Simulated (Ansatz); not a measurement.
ScB12:
```yaml
crystal:
  lattice:
    - [0.00000, 3.69957, 3.69957]
    - [3.69957, 0.00000, 3.69957]
    - [3.69957, 3.69957, 0.00000]
  atoms:
    - { symbol: Sc, position: [0.00000, 0.00000, 0.00000] }
    - { symbol: B, position: [0.83862, 0.50000, 0.50000] }
    - { symbol: B, position: [0.83862, 0.50000, 0.16138] }
    - { symbol: B, position: [0.50000, 0.83862, 0.16138] }
    - { symbol: B, position: [0.50000, 0.83862, 0.50000] }
    - { symbol: B, position: [0.16138, 0.50000, 0.50000] }
    - { symbol: B, position: [0.50000, 0.16138, 0.50000] }
    - { symbol: B, position: [0.50000, 0.16138, 0.83862] }
    - { symbol: B, position: [0.16138, 0.50000, 0.83862] }
    - { symbol: B, position: [0.16138, 0.83862, 0.50000] }
    - { symbol: B, position: [0.50000, 0.50000, 0.83862] }
    - { symbol: B, position: [0.50000, 0.50000, 0.16138] }
    - { symbol: B, position: [0.83862, 0.16138, 0.50000] }
```

Relaxed with r²SCAN.

### Question
Map the electron localisation function on the plane through (0.000, 0.000, 0.000) spanned by u = [1, 0, 0] and v = [0, 1, -1] in lattice vectors, from plane-wave PAW r²SCAN (Ansatz code).

### Answer
x is the fraction of u, y of v (the angle between them is 90°; rows are the nearest grid lines); atoms in the plane: Sc at (0.00, 0.00), B at (0.84, 0.50), B at (0.50, 0.84), B at (0.16, 0.50), B at (0.50, 0.16).
```
y \ x   0.000  0.0769  0.192  0.269  0.346  0.462  0.538  0.654  0.731  0.808  0.923   1.00
------  -----  ------  -----  -----  -----  -----  -----  -----  -----  -----  -----  -----
1.00    0.029   0.609  0.156  0.226  0.751  0.954  0.954  0.751  0.226  0.156  0.609  0.029
0.923   0.608   0.751  0.079  0.279  0.645  0.693  0.693  0.645  0.279  0.079  0.751  0.608
0.846   0.591   0.355  0.090  0.408  0.548  0.006  0.006  0.548  0.408  0.090  0.355  0.591
0.769   0.069   0.087  0.340  0.497  0.596  0.177  0.177  0.596  0.497  0.340  0.087  0.069
0.692   0.545   0.515  0.549  0.535  0.481  0.423  0.423  0.481  0.535  0.549  0.515  0.545
0.615   0.865   0.703  0.465  0.561  0.343  0.155  0.155  0.343  0.561  0.465  0.703  0.865
0.538   0.954   0.691  0.020  0.389  0.302  0.034  0.034  0.302  0.389  0.020  0.691  0.954
0.462   0.954   0.691  0.020  0.389  0.302  0.034  0.034  0.302  0.389  0.020  0.691  0.954
0.385   0.865   0.703  0.465  0.561  0.343  0.155  0.155  0.343  0.561  0.465  0.703  0.865
0.308   0.545   0.515  0.549  0.535  0.481  0.423  0.423  0.481  0.535  0.549  0.515  0.545
0.231   0.069   0.087  0.340  0.497  0.596  0.177  0.177  0.596  0.497  0.340  0.087  0.069
0.154   0.591   0.355  0.090  0.408  0.548  0.006  0.006  0.548  0.408  0.090  0.355  0.591
0.0769  0.608   0.751  0.079  0.279  0.645  0.693  0.693  0.645  0.279  0.079  0.751  0.608
0.000   0.029   0.609  0.156  0.226  0.751  0.954  0.954  0.751  0.226  0.156  0.609  0.029
```

The density is the valence pseudo-density with augmentation charge, so density and ELF within about 1 Å of a nucleus are not all-electron values.

Space group Fm-3m. The workflow started from an entry of the Crystallography Open Database (COD). Whether it is the stable phase at ambient conditions was not checked. The cell was relaxed with r²SCAN under the symmetry of its start; whether a distortion lowers the energy is not shown. The run is not spin-polarised.

Potentials: the later of the program's two PAW sets.
